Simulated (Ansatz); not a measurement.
## SbPd: do energies and stresses tell the same story?

These are results of DFT r2SCAN, scalar-relativistic, plane waves, PAW in Ansatz 0.2.0, not measurements.

Settings: cutoff 500 eV, Γ-centred mesh 12×12×8 on the computed 4-atom cell, Gaussian smearing of 0.10 eV; no spin polarisation.

Relaxed cell: P6_3/mmc, a = 4.110 Å, b = 4.110 Å, c = 5.638 Å, α = 90.00°, β = 90.00°, γ = 120.00°, 4 atoms in the primitive cell. Whether it is the stable form of this composition wasn't checked.

Energies at zero smearing and pressures from the stress tensor, at volumes with shape and atoms relaxed:
| V (Å³/atom) | E − E(first) (meV/atom) | P (GPa) |
| --- | --- | --- |
| 18.142 | 0.00 | 20.45 |
| 18.760 | -65.61 | 13.83 |
| 19.379 | -107.96 | 8.35 |
| 19.997 | -131.07 | 3.80 |
| 20.616 | -138.14 | 0.01 |
| 21.234 | -131.83 | -3.15 |
| 21.853 | -114.40 | -5.76 |
| 22.677 | -77.15 | -8.57 |

Q: Check P = −dE/dV between neighbouring volumes, and get the bulk modulus from the pressures alone.

A: With 1 eV/Å³ = 160.2 GPa:
```tsv
middle V (Å³/atom)	−ΔE/ΔV (GPa)	mean P (GPa)
18.451	16.997	17.141
19.070	10.969	11.089
19.688	5.987	6.074
20.306	1.833	1.904
20.925	-1.635	-1.568
21.543	-4.516	-4.452
22.265	-7.237	-7.162
```

The two differ by 0.14 GPa at most. The mean of two end pressures misses the average over a step by about ΔV² P″/12, up to 0.10 GPa here; with that taken off 0.04 GPa remains. The stress is the derivative of the free energy, not of the energy at zero smearing, and with free energies 0.01 GPa remains. Around V = 20.616 Å³/atom, the two neighbours give B = −V ΔP/ΔV = 20.616 × 6.94 / 1.237 = 115.7 GPa, against B0 = 115.0 GPa from the Birch–Murnaghan fit of the energies.

Cost: 9 runs of about 10 core-minutes in all, on Oxide Virtual Turin-like Processor (Zen 5) (shared hosts).